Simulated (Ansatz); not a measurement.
Ag: from a starting cell to a relaxed one

The start is a generated trial cell of Ag in the omega structure type. The cell and all atomic positions are relaxed at zero pressure with PBE (plane waves to 420 eV, PAW, scalar-relativistic; Ansatz, a first-principles code). The first steps use a coarse 8×8×12 k-mesh.

The start:
```yaml
crystal:
  lattice:
    - [4.58591, 0.00000, 0.00000]
    - [-2.29296, 3.97152, 0.00000]
    - [0.00000, 0.00000, 2.78923]
  atoms:
    - { symbol: Ag, position: [0.00000, 0.00000, 0.00000] }
    - { symbol: Ag, position: [0.33333, 0.66667, 0.50000] }
    - { symbol: Ag, position: [0.66667, 0.33333, 0.50000] }
```

Question: What pressure does the first self-consistent step give?

Answer: +8.1 GPa (positive: the cell is compressed).

Question: By how much does the energy per atom fall from start to end?

Answer: 0.03 eV/atom.

Question: How do the shortest distances between atoms change?

Answer: The closest pairs of elements (up to four, under 3.6 Å), start → end: Ag–Ag 2.65 → 2.73 Å.

The space group stays P6/mmm (No. 191) (the run could not lower it), with 3 atoms in the primitive cell. Final values are on a 11×11×16 k-mesh of the relaxed cell. No spin polarisation in the result.

The run could not lose the symmetry of its start, so the end can be a saddle point.

All atoms sit on sites fixed by symmetry, so only the cell could relax.

The relaxed structure here is a generated cell of Ag: the first start was made by placing the elements on the sites of a structure type, and the end was not matched to a known phase here, so it may be hypothetical. Known forms of Ag include space group No. 225.
